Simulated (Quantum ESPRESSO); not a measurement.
Parts of the isotropic shielding in Cs2AgBiF6, by PBE GIPAW on JTH datasets (Quantum ESPRESSO, modified build), 22.5 Ha, k-mesh 4×4×4 shifted:

```
AgBiCs2F6
1.0
    0.00000     4.67407     4.67407
    4.67407     0.00000     4.67407
    4.67407     4.67407     0.00000
Cs Ag Bi F
2 1 1 6
Direct
  0.75000   0.75000   0.75000
  0.25000   0.25000   0.25000
  0.50000   0.50000   0.50000
  0.00000   0.00000   0.00000
  0.75873   0.24127   0.24127
  0.24127   0.75873   0.75873
  0.24127   0.75873   0.24127
  0.75873   0.24127   0.75873
  0.24127   0.24127   0.75873
  0.75873   0.75873   0.24127
```
The geometry is a computed Materials Project entry, not a measured one. It is Cs2AgBiF6 in Fm-3m; whether this form has been observed was not checked. Stability against distortions was not tested. The run has no spin polarisation.

The core term is that of the free atom's frozen core; the paramagnetic column sums the reconstruction terms. Shieldings are absolute and leave out the bulk-susceptibility term; a larger σ means a smaller chemical shift. In our sweeps, cutoffs and meshes of this size left a few ppm, and up to some 20 ppm on atoms from Zn on. No spin–orbit coupling; Bi is the heaviest element present.

```csv
site,core,bare (smooth current),diamagnetic correction,paramagnetic corrections,σ_iso (ppm)
"Cs (atoms 1, 2)",5984.7,74.1,5.3,(withheld),(withheld)
Ag (atom 3),4673.9,44.7,112.1,(withheld),(withheld)
"F (atoms 5, 6, 7, 8, 9, 10)",306.4,70.6,50.4,(withheld),(withheld)
```

Question: Some entries are withheld; supply them.

Answer: 
- Cs (atoms 1, 2), paramagnetic corrections: -525.3
- Cs (atoms 1, 2), σ_iso (ppm): 5538.8
- Ag (atom 3), paramagnetic corrections: -868.4
- Ag (atom 3), σ_iso (ppm): 3962.2
- F (atoms 5, 6, 7, 8, 9, 10), paramagnetic corrections: -217.3
- F (atoms 5, 6, 7, 8, 9, 10), σ_iso (ppm): 210.1
